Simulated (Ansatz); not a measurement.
Below is a relaxed structure of Al3InAs4. The cell was found from a structure generator's guess, not taken from experiment.

These are results of Ansatz 0.2.0, DFT PBE, scalar-relativistic, plane waves, PAW, not measurements. Cutoff 420 eV, Γ-centred mesh, Gaussian smearing, no spin polarisation.

```
CELL_PARAMETERS angstrom
4.12522 0.00000 0.00000
0.00000 4.12522 0.00000
0.00000 0.00000 11.69310
ATOMIC_POSITIONS crystal
Al 0.00000 0.00000 0.74083
Al 0.50000 0.50000 0.50000
Al 0.00000 0.00000 0.25917
In 0.50000 0.50000 0.00000
As 0.50000 0.00000 0.62038
As 0.00000 0.50000 0.37962
As 0.50000 0.00000 0.14072
As 0.00000 0.50000 0.85928
```

The zero of energy is the elements' standard structures at the same level; no fitted shifts are applied.

Question: Find its symmetry and describe it.

Answer: P-4m2 (No. 115), with Al and In ordered on zinc blende sites. Conventional cell: a = 4.125 Å, c = 11.693 Å. Around Al on a site of symmetry 2mm lie 4 As at 2.48–2.50 Å; Al on a site of symmetry -4m2 has 4 As at 2.50 Å; In is surrounded by 4 As at 2.64 Å; As on its first site has 4 Al at 2.50 Å; 1 more site not described.

Question: How far does it lie from the elements in energy?

Answer: −0.414 eV/atom. It lies below the elements, which doesn't yet make it stable against other compounds or structures.

Question: Is it a metal?

Answer: No, the gap on the 8×8×4 mesh is 1.03 eV.

The last run used an 8×8×4 mesh (in the run's order of axes) for its 8-atom cell and Gaussian smearing of 0.02 eV. Kohn–Sham gaps at this level usually fall short of measured ones. The reference form of As is held partly by dispersion forces, which this level lacks. Symmetry constrained the relaxation, so the result can be a saddle point.
